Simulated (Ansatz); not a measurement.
La2O3 (A-La2O3 type, space group P-3m1)

```yaml
crystal:
  lattice:
    - [3.90611, 0.00000, 0.00000]
    - [-1.95305, 3.38279, 0.00000]
    - [0.00000, 0.00000, 6.04025]
  atoms:
    - { symbol: La, position: [0.33333, 0.66667, 0.24537] }
    - { symbol: La, position: [0.66667, 0.33333, 0.75463] }
    - { symbol: O, position: [0.00000, 0.00000, 0.00000] }
    - { symbol: O, position: [0.33333, 0.66667, 0.64601] }
    - { symbol: O, position: [0.66667, 0.33333, 0.35399] }
```

The slice is a (1 -1 0 0) plane (indices of the conventional cell) through the point (0.333, 0.667, 0.646) (fractional), spanned by u = [110] and v = [001] in vectors of this cell: u (3.91 Å) and v (6.04 Å, at 90° to u). It covers one period; positions are fractions (u, v).

Method: PBEsol (plane waves to 420 eV, PAW, scalar-relativistic; Ansatz, a first-principles code). k mesh 10×10×6. Near the nuclei the fields are pseudised (PAW); where an atom keeps semicore shells as valence, they peak there. La2O3 is run without spin polarisation. La2O3 was relaxed with its symmetry unable to fall.

Three fields on this plane, each scaled to ten steps between its own extremes (0 low, 9 high; the total valence density on a logarithmic scale, the potential cut 8 eV below its top; x marks points blanked near nuclei; v = 0 in the bottom row):

Map A
```
|xxxx754457xxx|
|xxx98877889xx|
|xx7899999987x|
|0025799997520|
|xx0058998500x|
|xxx01799710xx|
|xxxx058850xxx|
|xxxx058850xxx|
|xxxx058850xxx|
|xxx01799710xx|
|xx0048998400x|
|0004799997400|
|3456899998654|
|7777777777777|
|8887654456788|
|9986410014689|
|xx8620000268x|
|xxx62000026xx|
|xxxx300003xxx|
|xxxx520025xxx|
```

Map B
```
|xxxx100001xxx|
|xxx51000015xx|
|xx3100110013x|
|3210014410012|
|xx7202662027x|
|xxx81255218xx|
|xxxx313313xxx|
|xxxx401104xxx|
|xxxx400004xxx|
|xxx91000019xx|
|xx9401221049x|
|8630135531036|
|1000145541000|
|0000112211000|
|0000001100000|
|5410023320014|
|xx5114774115x|
|xxx31588513xx|
|xxxx137731xxx|
|xxxx114411xxx|
```

Map C
```
|xxxx432234xxx|
|xxx63111136xx|
|xx6421111246x|
|8863223322368|
|xx9644554469x|
|xxx96555569xx|
|xxxx755557xxx|
|xxxx843348xxx|
|xxxx732237xxx|
|xxx95322359xx|
|xx9643333469x|
|7753345543357|
|2212345543212|
|0001345543100|
|1001356653100|
|4432467764234|
|xx6457887546x|
|xxx76788767xx|
|xxxx668866xxx|
|xxxx655556xxx|
```

Assign the maps to these fields: electron localisation function (ELF); valence electron density; electrostatic potential energy of an electron, from the cell's mean.

A is the electrostatic potential energy of an electron, from the cell's mean; B is the electron localisation function (ELF); C is the valence electron density.
